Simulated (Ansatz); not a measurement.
**TiAl6Ni5: rattling a relaxed structure**

The cell was found from a structure generator's guess, not taken from experiment.

These are results of DFT PBE, scalar-relativistic, plane waves, PAW in Ansatz, not measurements. Cutoff 420 eV; k points 10×10×4 on the computed 12-atom cell (Γ-centred); Gaussian smearing, width 0.10 eV; no spin polarisation.

The cell below (12 atoms, space group P4/mmm (No. 123)) is relaxed within its symmetry.

```
Ti Al Ni
1.0
     4.08122    0.00000    0.00000
     0.00000    4.08122    0.00000
     0.00000    0.00000    9.25165
Ti Al Ni
1 6 5
Direct
  0.50000 0.50000 0.50000
  0.00000 0.50000 0.00000
  0.50000 0.00000 0.00000
  0.00000 0.50000 0.31371
  0.50000 0.00000 0.31371
  0.00000 0.50000 0.68629
  0.50000 0.00000 0.68629
  0.50000 0.50000 0.16057
  0.00000 0.00000 0.15303
  0.00000 0.00000 0.50000
  0.50000 0.50000 0.83943
  0.00000 0.00000 0.84697
```

For the test it was strained at random (σ = 1.5 % a component), the atoms were moved at random (σ = 0.05 Å), and all was relaxed again on a coarse 6×6×4 mesh (in the run’s order of axes) with 0.20 eV smearing, with no symmetry imposed.

Trial moments died out on the coarse mesh, so the last step has no spin; another magnetic start might hold.

Question: Does it come back?

Answer: It returns, within 1 meV/atom of the unmoved cell on that mesh and with the same symmetry when read at 0.1 Å. So it is stable against the distortions that fit this cell and that this random move excites. Modes that don't fit the cell aren't tested.
